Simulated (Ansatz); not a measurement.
## Ta4O at several levels of theory

Method: Ansatz 0.2.0, DFT PBEsol, plane waves, PAW. The atoms stay where they are, in a cell that isn't relaxed at these levels; pressure is positive in compression. “Off” is scalar-relativistic.

```
Ta O
1.0
     3.25750    0.00000    0.00000
     0.00000    3.25750    0.00000
     0.00000    0.00000    7.40934
Ta O
4 1
Direct
  0.00000 0.00000 0.50000
  0.50000 0.50000 0.78316
  0.50000 0.50000 0.21684
  0.00000 0.00000 0.00000
  0.50000 0.50000 0.50000
```

```json
{
 "plane-wave cutoff": "420 eV",
 "Γ-centred k-mesh": "12×12×6",
 "occupation rule": "Gaussian smearing, 0.1 eV"
}
```

| spin–orbit coupling | gap on mesh (eV) | P (GPa) | largest force (eV/Å) |
| --- | --- | --- | --- |
| off | metal | -8.2 | 0.094 |

**Question.** What do the runs give for on?

**Answer.** They give:

| spin–orbit coupling | gap on mesh (eV) | P (GPa) | largest force (eV/Å) |
| --- | --- | --- | --- |
| on | metal | -8.2 | 0.133 |